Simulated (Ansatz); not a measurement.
MnPt: one input, then a changed one

The cell comes from COD entry 1523307, which wasn't checked; take it as a given geometry. The listed cell was then made from it by scaling, straining or moving an atom.

First run: DFT, LDA, PAW with Ansatz's default frozen-core files, scalar-relativistic (Ansatz 0.2.0).

Command: `ansatz run input.yaml --threads 1 --pin off --max-ram 3072MiB --backend cpu --events-out ev --progress --plain --runs-dir out` The run took 2.5 min on 1 thread of Arm Neoverse V1 (shared host), peak memory 0.5 GiB.

```yaml
crystal:
  lattice:
    - [2.8672411128, 0.0, 0.0]
    - [0.0, 2.8672411128, 0.0]
    - [0.0, 0.0, 3.708163418]
  atoms:
    - { symbol: Mn, position: [0.0, 0.0, 0.0], spin: 4.0 }
    - { symbol: Pt, position: [0.5, 0.5, 0.5] }
magnetization:
  spin_polarized: true
kpoints:
  mp_grid: { grid: [12, 12, 9] }
scf:
  occupations: { method: fermi_dirac, width: 0.05 }
hamiltonian:
  xc: lda
  pseudopotentials: { kind: paw }
output:
  forces: true
  stress: true
  efg: { contact_densities: true }
relax:
  f_tol: 0.005
  max_steps: 80
  cell: {}
```

Result: converged; relaxed volume 12.793 Å³/atom; moment 2.00 μB; 117 SCF iterations in all.

No spin–orbit coupling, which matters for the heavy atoms here.

The input is then changed:

```diff
@@ -13,6 +13,7 @@
 scf:
   occupations: { method: fermi_dirac, width: 0.05 }
+  initial_density: { chi_scale: 0.3 }
 hamiltonian:
-  xc: lda
+  xc: r2scan
   pseudopotentials: { kind: paw }
 output:
@@ -24,3 +25,5 @@
   max_steps: 80
   cell: {}
+basis:
+  ecutwfc: "550 eV"
```

(1) Predict the outcome of the changed run.

## Answers

(1) It converged; relaxed volume 14.989 Å³/atom; moment 4.52 μB; 59 SCF iterations in all.
